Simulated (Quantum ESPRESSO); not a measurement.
PSi2BC4, input and log of a self-consistent run

Computed values, not a measurement. The program is pw.x of Quantum ESPRESSO 7.5 (plane-wave density functional theory). The cell is made up: 8 atoms on a zincblende/diamond lattice, with randomly drawn elements, strain and displacements, not relaxed. PseudoDojo standard norm-conserving files (v0.5 for PBE, v0.4.1 for LDA and PBEsol) set the functional; there is no spin polarisation, spin-orbit coupling or dispersion term, and the masses in the input are unused placeholders.

Input:

```
&control calculation='scf', pseudo_dir='./dojo.nc.sr.pbe.v0_5.standard.upf', outdir='./o', disk_io='medium', tprnfor=.true., tstress=.true. /
&system ibrav=0, nat=8, ntyp=4, nbnd=22, ecutwfc=82.02448710, nosym=.true., tot_charge=0,
 occupations='smearing', smearing='fd', degauss=0.0018374661
/
&electrons conv_thr=7.350e-09, electron_maxstep=60, /
ATOMIC_SPECIES
B 1.0 B.upf
C 1.0 C.upf
P 1.0 P.upf
Si 1.0 Si.upf
CELL_PARAMETERS angstrom
4.2914 0.0219 0.0
0.0219 4.2914 0.0
0.0 0.0 4.2914
ATOMIC_POSITIONS angstrom
P -0.035 -0.0667 0.0676
Si 0.2118 2.077 2.1351
Si 2.2049 0.0035 2.0663
B 2.0946 2.1388 -0.0359
C 1.022 1.0946 1.0158
C 1.1686 3.0651 3.1952
C 3.2627 1.3696 3.1133
C 3.2245 3.2303 1.1304
K_POINTS automatic
4 4 4 1 1 1
```

The log is shortened where brackets say so; the opening notice, blank lines, dates and the lines on written files are dropped, and the path of the files is cut. It prints rydbergs, bohrs and kilobars, and counts compression as positive stress.

```
     Program PWSCF v.7.5
     Parallel version (MPI & OpenMP), running on       1 processor cores
     Number of MPI processes:                 1
     Threads/MPI process:                     1
     [start-up lines left out]
     bravais-lattice index     =            0
     lattice parameter (alat)  =       8.1097  a.u.
     unit-cell volume          =     533.3131 (a.u.)^3
     number of atoms/cell      =            8
     number of atomic types    =            4
     number of electrons       =        32.00
     number of Kohn-Sham states=           22
     kinetic-energy cutoff     =      82.0245  Ry
     charge density cutoff     =     328.0979  Ry
     scf convergence threshold =      7.3E-09
     mixing beta               =       0.7000
     number of iterations used =            8  plain     mixing
     Exchange-correlation= PBE
                           (   1   4   3   4   0   0   0)
     [axes and pseudopotential details left out]
   Cartesian axes
     site n.     atom                  positions (alat units)
         1        P      tau(   1) = (  -0.0081557  -0.0155425   0.0157522  )
         2        Si     tau(   2) = (   0.0493539   0.4839849   0.4975235  )
         3        Si     tau(   3) = (   0.5137883   0.0008156   0.4814916  )
         4        B      tau(   4) = (   0.4880861   0.4983856  -0.0083655  )
         5        C      tau(   5) = (   0.2381476   0.2550650   0.2367029  )
         6        C      tau(   6) = (   0.2723085   0.7142331   0.7445492  )
         7        C      tau(   7) = (   0.7602781   0.3191458   0.7254648  )
         8        C      tau(   8) = (   0.7513767   0.7527282   0.2634071  )
     number of k points=    32  Fermi-Dirac smearing, width (Ry)=  0.0018
                       cart. coord. in units 2pi/alat
        k(    1) = (   0.1243670   0.1243670   0.1250016), wk =   0.0625000
        k(    2) = (   0.1243670   0.1243670   0.3750049), wk =   0.0625000
     [further k points left out]
     Dense  grid:    53547 G-vectors     FFT dimensions: (  48,  48,  48)
     Estimated max dynamical RAM per process >      61.52 MB
     Initial potential from superposition of free atoms
     starting charge      31.9982, renormalised to      32.0000
     Starting wfcs are   32 randomized atomic wfcs
     total cpu time spent up to now is        4.4 secs
     per-process dynamical memory:    47.5 Mb
     Self-consistent Calculation
     iteration #  1     ecut=    82.02 Ry     beta= 0.70
     Davidson diagonalization with overlap
     ethr =  1.00E-02,  avg # of iterations =  3.1
     total cpu time spent up to now is       13.1 secs
     total energy              =     -84.06795064 Ry
     estimated scf accuracy    <       1.54504513 Ry
     iteration #  2     ecut=    82.02 Ry     beta= 0.70
     Davidson diagonalization with overlap
     ethr =  4.83E-03,  avg # of iterations =  2.0
     total cpu time spent up to now is       21.5 secs
     total energy              =     -84.47650801 Ry
     estimated scf accuracy    <       1.01346260 Ry
     iteration #  3     ecut=    82.02 Ry     beta= 0.70
     Davidson diagonalization with overlap
     ethr =  3.17E-03,  avg # of iterations =  2.0
     total cpu time spent up to now is       27.9 secs
     total energy              =     -84.64986184 Ry
     estimated scf accuracy    <       0.03926552 Ry
     iteration #  4     ecut=    82.02 Ry     beta= 0.70
     Davidson diagonalization with overlap
     ethr =  1.23E-04,  avg # of iterations =  7.3
     total cpu time spent up to now is       38.0 secs
     total energy              =     -84.66593258 Ry
     estimated scf accuracy    <       0.00442272 Ry
     iteration #  5     ecut=    82.02 Ry     beta= 0.70
     Davidson diagonalization with overlap
     c_bands:  1 eigenvalues not converged
     ethr =  1.38E-05,  avg # of iterations =  9.4
     total cpu time spent up to now is       49.3 secs
     total energy              =     -84.66677144 Ry
     estimated scf accuracy    <       0.00163486 Ry
     [iterations 6 to 7 left out]
     iteration #  8     ecut=    82.02 Ry     beta= 0.70
     Davidson diagonalization with overlap
     ethr =  1.81E-08,  avg # of iterations =  4.9
     total cpu time spent up to now is       74.2 secs
     total energy              =     -84.66693193 Ry
     estimated scf accuracy    <       0.00000728 Ry
     iteration #  9     ecut=    82.02 Ry     beta= 0.70
     Davidson diagonalization with overlap
     ethr =  1.81E-08,  avg # of iterations =  2.0
     total cpu time spent up to now is       80.9 secs
     total energy              =     -84.66693258 Ry
     estimated scf accuracy    <       0.00000056 Ry
     iteration # 10     ecut=    82.02 Ry     beta= 0.70
     Davidson diagonalization with overlap
     ethr =  1.76E-09,  avg # of iterations =  3.6
     total cpu time spent up to now is       91.4 secs
     total energy              =     -84.66693280 Ry
     estimated scf accuracy    <       0.00000003 Ry
     iteration # 11     ecut=    82.02 Ry     beta= 0.70
     Davidson diagonalization with overlap
     ethr =  1.01E-10,  avg # of iterations =  3.9
     total cpu time spent up to now is       98.9 secs
     total energy              =     -84.66693281 Ry
     estimated scf accuracy    <       0.00000003 Ry
     iteration # 12     ecut=    82.02 Ry     beta= 0.70
     Davidson diagonalization with overlap
     ethr =  8.30E-11,  avg # of iterations =  2.0
     total cpu time spent up to now is      105.9 secs
     End of self-consistent calculation
     [lines on levels left out]
!    total energy              =     -84.66693281 Ry
     estimated scf accuracy    <          3.2E-09 Ry
     smearing contrib. (-TS)   =      -0.00000000 Ry
     internal energy E=F+TS    =     -84.66693281 Ry
     The total energy is F=E-TS. E is the sum of the following terms:
     one-electron contribution =      21.71884282 Ry
     hartree contribution      =       9.08748349 Ry
     xc contribution           =     -30.12275779 Ry
     ewald contribution        =     -85.35050132 Ry
     convergence has been achieved in  12 iterations
     Forces acting on atoms (cartesian axes, Ry/au):
     atom    1 type  3   force =     0.00440394    0.03770616   -0.09888738
     atom    2 type  4   force =    -0.14835799    0.10326525   -0.01411092
     atom    3 type  4   force =    -0.04463916    0.08124367    0.11122106
     atom    4 type  1   force =     0.05182498    0.01129177   -0.02623041
     atom    5 type  2   force =     0.13671224   -0.10594470   -0.12456286
     atom    6 type  2   force =     0.06970045    0.13888527    0.12752530
     atom    7 type  2   force =    -0.13037877   -0.19592245    0.14953007
     atom    8 type  2   force =     0.06073431   -0.07052497   -0.12448486
     Total force =     0.506261     Total SCF correction =     0.000025
     Computing stress (Cartesian axis) and pressure
          total   stress  (Ry/bohr**3)                   (kbar)     P=      -15.54
   0.00003710  -0.00023126  -0.00027639            5.46      -34.02      -40.66
  -0.00023126  -0.00024652   0.00054987          -34.02      -36.27       80.89
  -0.00027639   0.00054987  -0.00010739          -40.66       80.89      -15.80
     init_run     :      4.21s CPU      4.29s WALL (       1 calls)
     electrons    :     93.15s CPU    101.51s WALL (       1 calls)
     forces       :      1.41s CPU      1.45s WALL (       1 calls)
     stress       :      5.21s CPU      5.31s WALL (       1 calls)
     [timing details left out]
     PWSCF        :   1m44.14s CPU   1m52.80s WALL
     JOB DONE.
```

In other units: free energy -1151.952 eV for the cell, pressure -1.55 GPa, largest force component 5.037 eV/Å. A rerun of the same cell at another strain at 1347 eV and a 6 x 6 x 6 mesh moved values by no more than 0.007 eV in energy, 0.08 GPa in stress and 0.007 eV/Å in force.